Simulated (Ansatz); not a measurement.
Surface calculation: fcc Al (100), 6 layers

The slab is cut from the fcc crystal, the stable phase, as relaxed on PAW files (16.50 Å³/atom), with 16 Å of vacuum and a dipole correction:

```xyz
6
Lattice="2.8575 0.0000 0.0000 0.0000 2.8575 0.0000 0.0000 0.0000 26.1027" Properties=species:S:1:pos:R:3 pbc="T T T"
Al    0.7144    0.7144    8.0000
Al    2.1431    2.1431   10.0205
Al    0.7144    0.7144   12.0411
Al    2.1431    2.1431   14.0616
Al    0.7144    0.7144   16.0822
Al    2.1431    2.1431   18.1027
```

Computed with Ansatz 0.2.0; functional PBE, scalar-relativistic. Settings: a Γ-centred 14×14×1 k mesh, Fermi–Dirac smearing of 0.08 eV, no spin polarisation. Methods: LAPW: all electrons, basis error target 1 meV/atom; PAW: frozen-core files, cutoff 420 eV.

The bulk energy comes from a cell in the slab's orientation on a 14×14×10 mesh. The surface energy is (E(slab) − N·E(bulk))/2A at zero smearing, the mean of both faces; thin slabs carry quantum-size effects.

Problem. As cut, the LAPW slab lies 0.962 eV above 6 atoms of bulk. What surface energy is that?

Solution. Over two faces of 8.17 Å² it is 58.9 meV/Å², and times 16.02 J/m² per eV/Å² that gives γ = 0.944 J/m².

Problem. What do relaxation and the other method give, and what work function comes out?

Solution. 

| method | γ as cut (J/m²) | γ relaxed (J/m²) | Φ as cut (eV) | Φ relaxed (eV) |
| --- | --- | --- | --- | --- |
| LAPW | 0.944 | 0.940 | 4.27 | 4.25 |
| PAW | 0.945 | 0.941 | 4.27 | 4.25 |

Problem. How do the spacings between the planes relax?

Solution. From the bottom face up: d12 +1.8 % of 2.021 Å, d23 +0.5 % of 2.021 Å, d34 +0.1 % of 2.021 Å, d45 +0.5 % of 2.021 Å, d56 +1.8 % of 2.021 Å.

Problem. What changes if the vacuum is set to 13 Å?

Solution. LAPW then gives: no gap, work function 4.25 eV; PAW: no gap, work function 4.25 eV. The program warns that the vacuum is too thin.

Problem. A 2p core hole is made on one atom of each kind in every 1×1 cell (PAW hole dataset, neutral cell, valence without spin). What does it cost by layer?

Solution. layer 1 72.95 eV, layer 2 72.96 eV, layer 3 72.95 eV. Shifts between layers mean more than the absolute values, and a whole layer of holes screens otherwise than one hole.

Problem. In the relaxed 1×1 cell, replace the outer, then the middle Al by Si, which changes a whole layer. What shift does this Z+1 picture give?

Solution. E(outer) − E(middle) = -0.05 eV by LAPW and -0.05 eV by PAW; a positive value puts the surface line at higher binding energy.
